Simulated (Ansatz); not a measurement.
## Cu4O, first-principles data

Cu₄O:
```cif
data_Cu4O
_chemical_formula_sum 'Cu4 O1'
_space_group_name_H-M_alt 'Pm-3m'
_space_group_IT_number 221
_space_group_name_Hall '-P 4 2 3'
_cell_length_a 3.90647
_cell_length_b 3.90647
_cell_length_c 3.90647
_cell_angle_alpha 90.000
_cell_angle_beta 90.000
_cell_angle_gamma 90.000
loop_
_atom_site_label
_atom_site_type_symbol
_atom_site_symmetry_multiplicity
_atom_site_Wyckoff_symbol
_atom_site_fract_x
_atom_site_fract_y
_atom_site_fract_z
_atom_site_occupancy
Cu1 Cu 1 a 0.00000 0.00000 0.00000 1
Cu2 Cu 3 c 0.00000 0.50000 0.50000 1
O1 O 1 b 0.50000 0.50000 0.50000 1
```

Space group Pm-3m (No. 221); conventional cell a = b = c = 3.9065 Å, α = β = γ = 90.00°.

Method: DFT-r²SCAN in the program Ansatz with PAW potentials. Structure relaxed to zero pressure with the same functional. Other levels are named where they apply.

Cell and energy:

* **Volume per atom**: 11.92 Å³
* **Density**: 7.53 g/cm³
* **Formation energy from the elements (no fitted shifts)**: 0.078 eV/atom

Electronic structure:

- Electronic character: metallic (no gap)
- Density of states at the Fermi level: 0.27 states/eV per atom (mean over ±0.08 eV)

Magnetism:

* **Magnetic order**: non-magnetic (starting moments vanished)

Mechanics:

* **Bulk modulus (Birch–Murnaghan fit)**: 128 GPa
* **Pressure derivative B′**: 5.0

Charges:

- Bader charges: Cu -0.17 to +0.44, O -1.14 e

The start of the workflow was typed in or built on a structure type; neither database checked (COD, Materials Project) lists it. Its standing as an ambient phase is unchecked. Symmetry was held in the r²SCAN relaxation; its stability against distortions is not shown here. The workflow began spin-polarised and lost its moments. The volume moved by 18 % from the start of the relaxation. No Hubbard U is applied. The compound may be a true metal, but semilocal functionals without U, or a wrong spin order, can also close a gap. The references are the lowest solids computed at this level, not always the standard phases (solids in place of the gases).

Potentials: the earlier of the program's two PAW sets.
